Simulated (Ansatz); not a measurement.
**One compound in many structure types**

Relaxing one composition in several structure types shows which are competitive, which pressure would favour, and how volume and gap change with structure.

The yardstick is NbSi2, P6₂22 hP9. The reference is the lowest phase computed, which need not be the stable form in nature.

Data:

Computed with Ansatz, a plane-wave PAW program. energy: PBE, total energy at 0 K with the change to a 700 eV cutoff added (comparable within one formula alone); volume per atom: PBE, relaxed cell; gap: PBE; bulk modulus: PBE, equation-of-state fit.

Definitions used: ΔE = E − E_ref; ΔV = V − V_ref; temperature scale ΔE/k_B = 11.605 K/meV × ΔE.

| crystal | E (eV/atom) | V (Å³/atom) | gap (eV) | B₀ (GPa) | ΔE (meV/atom) | ΔV (Å³/atom) | ΔE/k_B (K) |
|---|---|---|---|---|---|---|---|
| NbSi2, P6₂22 hP9, reference | −1941.860 | 14.74 | 0.00 | 173 | 0.0 | 0.00 | 0 |
| NbSi2, Al2Cu type, I4/mcm | −1941.307 | 16.91 | 0.00 | 132 | 553.0 | 2.17 | 6400 |
| NbSi2, MoSi2 or CaC2 type | −1941.756 | 14.83 | 0.00 | 168 | 104.0 | 0.09 | 1200 |
| NbSi2, AlB2 type, P6/mmm | −1941.384 | 14.85 | 0.00 | 150 | 476.0 | 0.11 | 5500 |

Model phases, started by placing the elements on a structure type or from a typed cell, with no claim that they are known: NbSi2, Al2Cu type, I4/mcm; NbSi2, MoSi2 or CaC2 type; NbSi2, AlB2 type, P6/mmm. No gap (0.00) means none at this level, which can close a small real gap. Spin–orbit coupling is left out unless named.

Worked example:

The steps for NbSi2, MoSi2 or CaC2 type:

ΔE = 1000 × (−1941.756 − (−1941.860)) = 104.0 meV/atom; ΔV = 14.83 − 14.74 = 0.09 Å³/atom; ΔE/k_B: 11.605 × 104.0 = 1200 K.

Result:

In order of ΔE, lowest first: NbSi2, P6₂22 hP9 (0.0 ± 5.0), NbSi2, MoSi2 or CaC2 type (104.0 ± 5.0), NbSi2, AlB2 type, P6/mmm (476.0 ± 5.0), NbSi2, Al2Cu type, I4/mcm (553.0 ± 5.0). The ± follows from allowances picked for this note (energy 0.004 eV/atom, 3 meV/atom on the figure itself), carried to first order and added in quadrature, each row's own inputs moving alone; ≈ joins neighbours closer than their two ± added in quadrature.

Pareto front for low ΔE and low volume per atom: NbSi2, P6₂22 hP9 (0.0, 14.74). The reference is on the front.

No row is clearly denser than the reference, so pressure favours none of them.

Caveats:

Vibrational free energy is left out, and phases that were not computed could lie lower. Rows are a sample of the computed phases of this formula. Limits of the draw: a spread of over 30 meV/atom, none over 0.9 eV/atom above the reference, within 8 meV/atom of the lowest or within 3 meV/atom of a neighbour. As a rule kept out of such tables: 4f compounds, open-shell compounds run without a Hubbard term, cells found unstable in the tests at hand, cells close to a higher symmetry, and runs set to a pressure or over 12 % in volume from the crystal's fullest run.
